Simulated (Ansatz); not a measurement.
In$_{3}$Co in space group P4_2/mnm (No. 136; In on 4c, In on 8j, Co on 4f), plane-wave PAW PBEsol (Ansatz code), all energies at zero smearing, with the estimated change up to a 700 eV cutoff added, with one set of potentials and settings (totals compare only within such a set). Cell of 16 atoms (12 In, 4 Co): -86677.926 eV.

```
element                                reference phase  E (eV/atom)
-------  ---------------------------------------------  -----------
In                         I4/mmm, 1 atoms in the cell   -5525.4106
Co       P6_3/mmc, 2 atoms in the cell, spin-polarised   -5092.9959
```

Formation energy per atom, worked out: (-86677.926 − 12×(-5525.4106) − 4×(-5092.9959))/16 = -0.063 eV/atom (-6 kJ per mol of atoms), at 0 K, without zero-point energy or fitted corrections.

The workflow started from a Materials Project entry (that database holds measured and hypothetical structures alike); the Crystallography Open Database files this formula in space group No. 136, but the cells were not matched. Its standing as an ambient phase is unchecked. The PBEsol relaxation kept the symmetry of its start; its stability against distortions is not shown here. The run is not spin-polarised. The references are the lowest solids computed at this level, not always the standard phases.

Potentials: the later of the program's two PAW sets.
